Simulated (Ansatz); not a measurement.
Two states of GdRh

```
CELL_PARAMETERS angstrom
3.45877 0.00000 0.00000
0.00000 3.45877 0.00000
0.00000 0.00000 3.45877
ATOMIC_POSITIONS crystal
Gd 0.00000 0.00000 0.00000
Rh 0.50000 0.50000 0.50000
```

Single point in Ansatz 0.2.0 with r2SCAN. Cutoff 500 eV, PAW datasets, 7×7×7 Γ-centred k mesh, fermi-dirac filling (width 0.1 eV).

State A: Gd1 up (collinear spin). State B: no moments (no spin polarisation).

Task: Which state is lower, and how do they differ?

Result: State A is lower by 4178.5 meV an atom at zero smearing; in free energy at this smearing B lies +4136.1 meV an atom from A.

```
state  free energy (meV/atom)  largest moment in a small sphere (μB)  net moment (μB/cell)  gap on mesh (eV)  pressure (GPa)  largest force (eV/Å)
    A                     0.0                                   7.08                  7.00             metal            -1.3                  0.00
    B                  4136.1                                   0.00                  0.00             metal            -2.4                  0.00
```

Origin: a database entry at a rescaled volume. Caveats: f shells without a U or exact exchange are poorly placed; open f shell without moments.
